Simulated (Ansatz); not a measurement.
## Profile along the Zr–Zr line in Zr (hcp, Mg type)

Zr (hcp, Mg type)

Space group P6₃/mmc (No. 194); a = 3.2313 Å, b = 3.2313 Å, c = 5.1732 Å, α = 90.00°, β = 90.00°, γ = 120.00°

| atom | site | symmetry | x | y | z |
|---|---|---|---|---|---|
| Zr | 2d | -6m2 | 0.6667 | 0.3333 | 0.2500 |

Fields along a shortest Zr–Zr line of a (1 -1 0 0) plane (3.23 Å), from Zr to Zr, interpolated on the slice's grid (step about 0.3 Å). These are PBE (plane waves to 420 eV, PAW, scalar-relativistic; Ansatz, an electronic-structure program) values and carry that method's errors. k mesh 17×17×9. Inside the PAW spheres the values are not all-electron values, and peaks at nuclei hang on which shells count as valence. Zr is run without spin polarisation. Zr was relaxed with its symmetry unable to fall.

| distance from Zr (Å) | valence electron density (e/Å³) | electron localisation function |
|---|---|---|
| 0.00 | 2.72 | x |
| 0.32 | 4.07 | x |
| 0.65 | 2.73 | 0.80 |
| 0.97 | 0.67 | 0.41 |
| 1.29 | 0.22 | 0.17 |
| 1.61 | 0.17 | 0.24 |
| 1.94 | 0.22 | 0.17 |
| 2.26 | 0.67 | 0.41 |
| 2.58 | 2.73 | 0.80 |
| 2.91 | 4.07 | x |
| 3.23 | 2.72 | x |

x: too close to a nucleus for the ELF to mean much.

Density on the Zr–Zr line (3.23 Å) at its midpoint: 0.17 e/Å³. ELF at that point: 0.24.
